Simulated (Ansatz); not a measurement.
# Computed properties of TaTe4I

TaTe₄I:
```
TaTe4I
1.0
   -6.74546     0.00000     0.00000
    1.86999     3.78426    -7.56110
    1.51654    -7.82704     0.00000
Ta Te I
2 8 2
Direct
  0.24950   0.99908   0.00110
  0.75050   0.00092   0.99890
  0.88020   0.82888   0.67307
  0.11980   0.17112   0.32693
  0.96999   0.79728   0.12392
  0.03001   0.20272   0.87608
  0.61604   0.30557   0.14353
  0.38396   0.69443   0.85647
  0.46220   0.07458   0.75044
  0.53780   0.92542   0.24956
  0.75146   0.42827   0.59959
  0.24854   0.57173   0.40041
```

Space group P-1 (No. 2); conventional cell a = 6.7455 Å, b = 7.9726 Å, c = 8.6595 Å, α = 112.83°, β = 102.47°, γ = 100.97°.

Method: DFT-r²SCAN+D4 in the program Ansatz with PAW potentials. Geometry: relaxed at this level of theory. Other levels are named where they apply.

Cell and energy:

Volume per atom: 33.27 Å³
Density: 6.81 g/cm³
Formation energy from the elements (no fitted shifts): -0.32 eV/atom

Electronic structure:

Band gap: 0.46 eV (indirect)
Valence-band maximum: at T2 (k = 0.000, 0.500, 0.500 in fractions of the reciprocal vectors)
Conduction-band minimum: off the standard path, at k = (0.188, 0.036, -0.130) in fractions of the reciprocal vectors
Smallest direct gap on the standard path: 0.51 eV
Electron effective mass: 0.32, 1.2, 2.7 mₑ (principal values)
Hole effective mass: 0.31, 0.76, 1.8 mₑ (principal values)

Charges:

Bader charges: Ta +1.35, Te -0.31 to -0.16, I -0.42 e

The workflow started from a Materials Project entry (that database holds measured and hypothetical structures alike); the Crystallography Open Database copy checked does not list it. Entries of such low symmetry are often ordered models of mixed-site phases. Its standing as an ambient phase is unchecked. The cell was relaxed with r²SCAN+D4 under the symmetry of its start; whether a distortion lowers the energy is not shown. No spin polarisation was allowed. The references are the lowest solids computed at this level, not always the standard phases. Spin–orbit coupling is left out wherever it is not named.

Potentials: the later of the program's two PAW sets.
